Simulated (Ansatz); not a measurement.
## Equation of state of MgCd$_{3}$

A database entry relaxed whole under r2SCAN (P6_3/mmc):

```xyz
8
Lattice="6.3003 0.0000 0.0000 -3.1501 5.4562 0.0000 0.0000 0.0000 4.8952" Properties=species:S:1:pos:R:3 pbc="T T T"
Mg    0.0000    3.6375    1.2238
Mg    3.1501    1.8187    3.6714
Cd    3.1501    3.6351    1.2238
Cd   -1.5730    4.5456    3.6714
Cd    1.5772    0.9106    1.2238
Cd    0.0000    1.8211    3.6714
Cd    4.7231    0.9106    1.2238
Cd    1.5730    4.5456    3.6714
```

The cell was scaled uniformly, its shape held, and the atoms relaxed at each volume with plane-wave PAW DFT (Ansatz 0.2.0; r2SCAN, 500 eV, 6×6×7 Γ-centred mesh, fermi-dirac occupations of width 0.100 eV; no spin, no spin-orbit coupling). One row is withheld.

```
volume (Å³/atom)  energy over the lowest (meV/atom)  pressure (GPa)
          19.773                               13.3            3.85
          20.193                                5.3            2.38
          20.614                                  ?               ?
          21.035                                0.0           -0.07
          21.455                                1.8           -1.09
          21.876                                6.1           -1.98
          22.297                               12.6           -2.77
```

Fit the pressures of the other rows to the third-order Birch-Murnaghan form.

With f = [(V₀/V)^(2/3) − 1]/2 and P = 3B₀f(1 + 2f)^(5/2)[1 + 3(B₀′ − 4)f/2], least squares gives V₀ = 21.01 Å³ an atom, B₀ = 54.3 GPa and B₀′ = 5.3; the rows miss the fit by less than 0.01 GPa. The slope of the energies differs from these pressures by 0.09 GPa, since they are taken to zero smearing while pressures follow the free energy.

What does the withheld row hold?

The fit gives 1.07 GPa at 20.614 Å³; the run gave 1.07 GPa and 1.1 meV an atom.

Caveats: the shape of the cell was held, so B₀ is an upper bound where the axes differ in stiffness; 0 K, fixed nuclei; the symmetry was kept, and this need not be the phase that is stable at 0 K; one mesh for all volumes; pressure is positive in compression.
